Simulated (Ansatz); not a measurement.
Space group I4/mmm (No. 139). a = 2.901 Å, b = 2.901 Å, c = 4.045 Å, α = 90.00°, β = 90.00°, γ = 90.00°
| atom | site | symmetry | x | y | z |
| --- | --- | --- | --- | --- | --- |
| Au | 2a | 4/mmm | 0.0000 | 0.0000 | 0.0000 |

Equation of state of this Au structure (not necessarily the ground state), with shape and atoms relaxed at each volume where symmetry leaves them free. It has no gap at any of these volumes. Theory: Ansatz, DFT PBEsol, scalar-relativistic, plane waves, PAW.

Plane waves to 420 eV, a k mesh through Γ of 16×14×10 on the computed 2-atom cell and Gaussian smearing (0.10 eV); no spin polarisation.

| V (Å³/atom) | E − E(largest V) (meV/atom) | P (GPa) |
| --- | --- | --- |
| 14.980 | 103.46 | 32.20 |
| 15.491 | 18.21 | 21.61 |
| 16.001 | -36.42 | 12.93 |
| 16.512 | -65.91 | 5.81 |
| 17.023 | -74.87 | 0.00 |
| 17.534 | -67.10 | -4.75 |
| 18.044 | -45.62 | -8.62 |
| 18.725 | 0.00 | -12.64 |

Task: Fit a third-order Birch–Murnaghan equation to E(V).

Result: V0 = 17.02 Å³/atom, B0 = 175 GPa, B0' = 5.7.

Spin-orbit coupling is left out, which matters for the bands of heavy elements.

Cost: 8 runs of about 12 core-minutes in all, on Intel Xeon Platinum 8375C (Ice Lake) (shared hosts).